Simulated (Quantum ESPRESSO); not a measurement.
Kohn-Sham bands of SnO (Pmn2₁)

```
CELL_PARAMETERS angstrom
      3.35500     0.00000     0.00000
      0.00000     5.67410     0.00000
      0.00000     0.00000     4.22197
ATOMIC_POSITIONS crystal
  Sn 0.00000 0.23191 0.51314
  Sn 0.50000 0.76809 0.01314
  O  0.00000 0.89125 0.73686
  O  0.50000 0.10875 0.23686
```

Cell from Materials Project (mp-545552), symmetrised, no further relaxation. Not found in the COD (Crystallography Open Database) copy used, which has the formula in other groups; not checked further. Level: PBEsol, no spin polarisation, no spin-orbit coupling; pw.x of Quantum ESPRESSO at 68 Ry with PseudoDojo potentials, 10×6×8 k-points, Wannier90. Density: 10×6×8 mesh, cold smearing 0.01 Ry. The cell is built of weakly bound layers, chains or molecules, whose nearest atoms lie 3.86 Å apart. Database cells relaxed without dispersion often hold them too far apart, which can enlarge gaps and weakens couplings between them; spacing and stacking were not compared with the measured crystal. Spin-orbit coupling is left out although heavy elements are present.

Task: List the Kohn-Sham levels between −8 and 4.3 eV relative to the valence-band maximum at the high-symmetry points, as a band run of pw.x on that density gives them (levels within 2 meV counted together).

Result: 
```
point  k (reciprocal lattice)                                                           levels (eV)
-----  ----------------------  --------------------------------------------------------------------
Γ           0.000 0.000 0.000     -7.52, -5.78, -4.22, -3.80, -3.47, -2.62, -2.03, 0.00, 2.62, 3.12
X           0.500 0.000 0.000             -7.12 (×2), -4.46 (×2), -2.55 (×2), -1.25 (×2), 2.54 (×2)
S           0.500 0.500 0.000             -7.24 (×2), -4.31 (×2), -2.63 (×2), -0.90 (×2), 1.84 (×2)
Y           0.000 0.500 0.000           -4.32, -4.06, -4.05, -3.77, -2.64, -1.57, -1.37, 3.29, 3.87
Z           0.000 0.000 0.500             -6.88 (×2), -3.41 (×2), -3.18 (×2), -1.65 (×2), 2.63 (×2)
U           0.500 0.000 0.500             -7.27 (×2), -4.06 (×2), -3.13 (×2), -1.07 (×2), 2.06 (×2)
R           0.500 0.500 0.500  -7.25 (×2), -4.20 (×2), -3.41 (×2), -0.42 (×2), 2.38 (×2), 4.11 (×2)
T           0.000 0.500 0.500             -7.13 (×2), -3.17 (×2), -2.90 (×2), -1.50 (×2), 1.88 (×2)
```
